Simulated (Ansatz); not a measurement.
**Fermi surface of NbH₂ (Fm-3m)**

```xyz
3
Lattice="0.0000 2.2592 2.2592 2.2592 0.0000 2.2592 2.2592 2.2592 0.0000" Properties=species:S:1:pos:R:3 pbc="T T T"
Nb    0.0000    0.0000    0.0000
H     1.1296    1.1296    1.1296
H     3.3887    3.3887    3.3887
```

The conventional cell has a = 4.518 Å, b = 4.518 Å, c = 4.518 Å, α = 90.00°, β = 90.00°, γ = 90.00°. Nb (atom 1) has 8 H at 1.96 Å as nearest neighbours. H (atom 2) has 4 Nb at 1.96 Å as nearest neighbours.

Computed, not measured; unless marked otherwise by PBEsol, all-electron LAPW in Ansatz 0.2.0, scalar-relativistic. k mesh 12×12×12, fine mesh 16×16×16, Fermi-Dirac smearing of 0.050 eV, basis error target 1 meV/atom. The cell was relaxed by PAW under this functional.

Levels and slopes are solved on a 16×16×16 mesh, and each state is taken as quadratic over its cell.

Q: What is the density of states at the Fermi level, and which bare Sommerfeld coefficient follows?

A: N(E_F) = 0.295 states/eV/atom (both spins), so γ = (π²/3) k_B² N(E_F) = 0.695 mJ/(mol-atom K²) without electron-phonon or spin-fluctuation enhancement.

Q: What Drude plasma energy and σ/τ do the band velocities give?

A: (ħω_p,α)² = (e²/ε₀VN_k) Σ_nkσ (∂E/∂k_α)² δ(E − E_F) gives ħω_p = (5.98, 5.98, 5.98) eV along x, y, z, and σ/τ = ε₀ω_p² = 7.31×10²⁰ Ω⁻¹m⁻¹s⁻¹ along x. Weighted by the density of states, the mean Fermi speed is 0.583×10⁶ m/s; the surface has an area of 18.2 Å⁻² for each spin direction.

Q: Which bands cross the Fermi level, and what do they carry?

A: 

```csv
band,filled part,N (states/eV/cell),speed (10⁶ m/s),5th to 95th percentile,area (Å⁻²),filling
1,0.49,0.762,0.588,0.43 to 0.70,15.8,partly filled
2,0.01,0.122,0.552,0.29 to 1.03,2.39,nearly empty
```

Q: Map the plane k₃ = 0 of the mesh: how many bands lie under the Fermi level at each point, counted from the least on the plane?

A: k₁ runs to the right and k₂ upwards, each from −½ to ½ with 0 in the middle (the axes needn't be at right angles):
```
0000011111110000
0000011111110000
0000011111110000
0000011111120000
1111111111122111
1111111111111111
1111111111111111
1111111121111111
1111111111111111
1111111111111111
1111221111111111
0000021111110000
0000011111110000
0000011111110000
0000011111110000
0000011111110000
```

Q: On PAW files the program sums the optical response inside the mesh cells, interband lines and its own Drude term. Where does ε₁ rise through zero (a sharp plasmon if ε₂ is small there), and how much light is reflected?

A: 

| Property | Result |
| --- | --- |
| Fine mesh | 16, 16, 16 |
| Window top | 25 eV |
| Line width | 0.15 eV |
| Drude damping | 0.05 eV |
| ε₁ rises through zero at x | 1.94, 4.6, 7.27, 10.79, 21.55 eV |
| ε₂ there x | 14.46, 5.45, 6.96, 2.63, 0.29 |
| Plasma energy (x, y, z) | 5.998, 5.998, 5.998 eV |
| Reflectivity at 1 eV, x-polarised | 0.7534 |
| Reflectivity at 2 eV, x-polarised | 0.4689 |
| Reflectivity at 3 eV, x-polarised | 0.4901 |

The plasma energy here is the program's own sum at the run's smearing; it differs from the value above by up to 0 %, through mesh and smearing.

Q: What does PAW give for the same cell?

A: N(E_F) = 0.295 states/eV/atom and ħω_p,x = 5.98 eV.

Caveats: these sums move with the mesh, by several per cent and more for small sheets; frozen-core PAW files fitted under PBE, their cores solved anew for the functional of the run.
